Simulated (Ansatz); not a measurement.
Al (fcc, Cu type), conventional cell a = b = c = 4.040 Å, α = β = γ = 90.00°. The calculation uses the primitive cell of 1 atom, to which meshes and values per cell refer.

This relaxed cell (volume V₀) is scaled evenly in all directions, its shape held. Symmetry pins the atoms to their sites.

These are PBE (plane waves to 420 eV, PAW, scalar-relativistic; Ansatz, a program for electronic structure) values and carry that method's errors. k mesh 20×20×20 (Γ-centred), Fermi-Dirac smearing 0.05 eV. E stands for the smeared free energy. Al was relaxed with its symmetry unable to fall. The PAW data are Ansatz's earlier set. The zero of ΔE is the relaxed starting cell. The last digit holds for this mesh only.

```csv
V (Å³/atom),ΔE (meV/atom)
14.836,48.1
15.248,25.7
15.660,10.9
16.073,2.6
16.485,0.0
16.897,2.3
17.309,9.0
17.721,19.3
18.133,32.8
```

**Question.** What bulk modulus B₀ follows from a third-order Birch-Murnaghan fit?

**Answer.** 76.5 GPa.

**Question.** What is the fitted pressure derivative B₀′?

**Answer.** 4.7.

(A scan under strain: stresses follow from slopes of the energy per volume, elastic moduli from its curvatures.)
